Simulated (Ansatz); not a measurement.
Li interstitial in Si

Theory: DFT LDA, scalar-relativistic, plane waves, PAW (Ansatz 0.2.0). Settings: 420 eV cutoff, 3×3×3 k-mesh, Gaussian smearing of 0.02 eV, collinear spin in charge 0 alone.

Host crystal, relaxed:

```
CELL_PARAMETERS angstrom
0.00000 2.70097 2.70097
2.70097 0.00000 2.70097
2.70097 2.70097 0.00000
ATOMIC_POSITIONS crystal
Si 0.75000 0.75000 0.75000
Si 0.50000 0.50000 0.50000
```

Supercell of 32 atoms, rows in host cell vectors: 1 1 -3; -3 1 1; 1 1 1. Atoms relax at the host's cell from a start displaced at random by 0.06 Å near the defect, so other minima may exist. The cell is small, so energies carry finite-size errors of tenths of an eV. The host's Kohn–Sham gap is 0.44 eV. Charged cells are corrected for image charges with the computed static dielectric tensor (mean 13.3) and aligned with the host's potential at far atoms (alignment terms reach 0.09 eV). No band-filling term is added, and the Fermi level counts from the host's valence band top.

Starting moments were lost in some runs.

Defect: Li interstitial at (0.000, 0.000, 0.000) of the host cell.

Does the neutral defect carry a moment, and how do its surroundings relax?

It adds no moment. The nearest neighbours before are 4 Si at 2.34 Å, 6 Si at 2.70 Å; after relaxation the atoms near the site are 4 Si at 2.42 Å, 6 Si at 2.71 Å; the largest move is 0.08 Å.

Charges +1, 0 were computed. Which is stable where in the gap?

Among the charges computed the stable one is +1 at the valence band top, changing to 0 at 0.43 eV. In charge 0 the cell has partly filled bands: a level of the defect may be part filled, the carrier may sit in the host's bands, or levels may cross between the k points, so transitions that involve it are doubtful. Other sites of the defect weren't tried. Levels between neighbouring charges: (+1/0) 0.43 eV.

Cost: 3 runs of about 35 core-minutes in all, on Intel Xeon Processor @ 2.50GHz (Skylake/Cascade Lake) (shared hosts).